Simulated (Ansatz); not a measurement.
**Question.** Each is relaxed and computed with the program Ansatz at the r²SCAN level (PAW). Which is the only one with a gap?
A) RbP2Ir2, I4/mmm (Rb on 2a, P on 4e, Ir on 4d)
B) VH2, fluorite
C) RbVF3, cubic perovskite
D) V5Ge3, P6_3/mcm (V on 4d, Ge on 6g, V on 6g)

**Answer.** C, RbVF3, cubic perovskite. RbVF3: gap 2.77 eV (indirect); RbP2Ir2: metal; V5Ge3: metal; VH2: metal. Spin orders computed, not proven ground states: RbVF3, cubic perovskite antiferromagnetic; V5Ge3, P6_3/mcm (V on 4d, Ge on 6g, V on 6g) ferrimagnetic. Standing as an ambient phase not checked: RbVF3, cubic perovskite; RbP2Ir2, I4/mmm (Rb on 2a, P on 4e, Ir on 4d); V5Ge3, P6_3/mcm (V on 4d, Ge on 6g, V on 6g); VH2, fluorite. Began spin-polarised and lost the moments: VH2, fluorite. All cells were relaxed under the symmetry of their starts (and spin orders); stability against distortions was not tested throughout. Cells of antiferromagnets are given as chemical subcells. Rows with no word on spin ran without spin polarisation. No Hubbard U is applied. Spin–orbit coupling is left out wherever it is not named.

Potentials: the later of the program's two PAW sets.
